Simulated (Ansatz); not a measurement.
# Ni2H, first-principles data

Ni2H:
```yaml
crystal:
  lattice:
    - [2.51129, 0.00000, 0.00000]
    - [-1.25564, 2.17484, 0.00000]
    - [0.00000, 0.00000, 4.16304]
  atoms:
    - { symbol: Ni, position: [0.66667, 0.33333, 0.74088] }
    - { symbol: Ni, position: [0.33333, 0.66667, 0.25912] }
    - { symbol: H, position: [0.00000, 0.00000, 0.00000] }
```
The run is spin-polarised; directions of the spins, atom by atom: 0 0 0.

Space group P-3m1 (No. 164); conventional cell a = 2.5113 Å, b = 2.5113 Å, c = 4.1630 Å, α = 90.00°, β = 90.00°, γ = 120.00°.

Method: DFT-PBEsol in the program Ansatz with PAW potentials. Geometry: relaxed at this level of theory. Other levels are named where they apply.

### Cell and energy

- Volume per atom: 7.58 Å³
- Density: 8.65 g/cm³
- Formation energy from the elements (no fitted shifts): -0.064 eV/atom

### Electronic structure

Electronic character: metallic (no gap)
Density of states at the Fermi level: 1.3 states/eV per atom (mean over ±0.08 eV)

### Magnetism

- Magnetic order: ferromagnetic
- Net moment: 0.07 μB per atom

### Mechanics

* **Bulk modulus (Birch–Murnaghan fit)**: 226 GPa
* **Pressure derivative B′**: 4.7

The workflow started from an entry of the Crystallography Open Database (COD), which files this formula under 2 space groups. Its standing as an ambient phase is unchecked. The cell was relaxed with PBEsol under the symmetry of its start; whether a distortion lowers the energy is not shown. The final state is ferromagnetic, the only order run, not a proven ground state. The references are the lowest solids computed at this level, not always the standard phases (solids in place of the gases).

Potentials: the later of the program's two PAW sets.
